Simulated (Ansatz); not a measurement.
The elements of this relaxed trial crystal are hidden behind letters.

```
lattice vectors (Å)
  -3.1747    3.1747    3.1747
   3.1747   -3.1747    3.1747
   3.1747    3.1747   -3.1747
fractional positions
X 0.5000 0.5000 0.5000
X 0.0000 0.0000 0.5000
X 0.0000 0.5000 0.0000
X 0.5000 0.0000 0.0000
Z 0.0000 0.0000 0.0000
```

The calculation used DFT PBE, scalar-relativistic, plane waves, PAW in Ansatz. The final run on the 5-atom cell used 420 eV, a Γ-centred 8×8×8 mesh, 0.10 eV smearing and no spin polarisation.

```
Space group                              : Im-3m (No. 229)
Conventional cell                        : a = 6.349 Å
Volume per atom                          : 25.60 Å³
Density                                  : 1.44 g/cm³
Energy over the elements                 : −0.80 eV/atom
Gap on the 8×8×8 mesh of the 5-atom cell : 0 eV (a metal)
```

Energies are uncorrected and count from the elements' standard states at the same level.

Question: X is an s-block element of period 3 and Z is a p-block element of period 2. Which elements are they?

Answer: X = Na, Z = F, so the formula is Na4F. Density times volume gives a mean mass of 1.44 × 25.60/1.6605 = 22.2 u per atom, and this set has 22.2 u. Around Na lie 2 F at 2.75 Å and 6 Na at 3.17 Å; F has 8 Na at 2.75 Å. Other sets within the hints have nearly the same mass, so mass alone doesn't settle it; this one was computed.

Symmetry constrained the relaxation, so the result can be a saddle point.
